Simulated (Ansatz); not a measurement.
LaN, first-principles data

LaN:
```
CELL_PARAMETERS angstrom
     10.63266     0.00000     0.00000
      0.00000     3.75956     0.00000
      0.00000     0.00000     3.75696
ATOMIC_POSITIONS crystal
  La 0.12370 0.25000 0.26061
  La 0.37630 0.75000 0.76061
  La 0.87630 0.75000 0.73939
  La 0.62370 0.25000 0.23939
  N  0.88001 0.25000 0.27457
  N  0.61999 0.75000 0.77457
  N  0.11999 0.75000 0.72543
  N  0.38001 0.25000 0.22543
```

Space group Pnma (No. 62); conventional cell a = 10.6327 Å, b = 3.7596 Å, c = 3.7570 Å, α = β = γ = 90.00°.

Method: PBE (plane waves, PAW; program Ansatz). Structure relaxed to zero pressure with the same functional. Other levels are named where they apply.

**Cell and energy**

```yaml
volume_per_atom: 18.77 Å³
density: 6.76 g/cm³
Formation energy from the elements (no fitted shifts): -1263 meV/atom
```

**Electronic structure**

```yaml
band_gap: 0.24 eV (indirect)
valence_band_maximum: at Γ
conduction_band_minimum: at T (k = 0.000, 0.500, 0.500 in fractions of the reciprocal vectors)
smallest_direct_gap_on_the_standard_path: 0.36 eV
hole_effective_mass: 0.30, 2.1, 2.1 mₑ (principal values)
```

**Mechanics**

```yaml
Bulk modulus (Birch–Murnaghan fit): 103 GPa
Pressure derivative B′: 6.8
```

The start of the workflow was typed in or built on a structure type; neither database checked (COD, Materials Project) lists it. COD files the formula under space group No. 225. Whether it is the stable phase at ambient conditions was not checked. The cell was relaxed with PBE under the symmetry of its start; whether a distortion lowers the energy is not shown. The references are the lowest solids computed at this level, not always the standard phases (solids in place of the gases). Scalar-relativistic: spin–orbit coupling is off unless named, which matters more the heavier the elements.

Potentials: the earlier of the program's two PAW sets.
